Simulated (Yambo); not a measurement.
AlSb (zinc blende, space group F-43m, No. 216); a = b = c = 4.3154 Å, α = β = γ = 60.00°. With the G0W0 scissor the direct gap on the mesh is 2.49 eV.

Problem. Can the lowest exciton of this BSE run be trusted, and with what binding energy? (Yambo, LDA bands; 8×8×8 mesh, 3 valence and 5 conduction bands, static screening with 28 bands and a 4 Ry block, scissor 0.94 eV, Tamm-Dancoff.)

Solution. No. The lowest state covers only about 1 of the 512 k points, so the mesh doesn't resolve it: its energy and its distance from the direct gap are mesh artefacts. An extended exciton needs a far denser mesh. The scissor comes from a G0W0 run whose convergence isn't established. Spin-orbit coupling is left out, which matters for elements this heavy: edges can move by tenths of an eV.

The standard potential for Sb keeps a d shell in the valence without the s and p states of that shell. In tests on such compounds this moved G0W0 gaps by up to about 0.9 eV, so absolute quasiparticle energies here are unreliable; differences between settings are what counts.

Geometry relaxed with LDA.
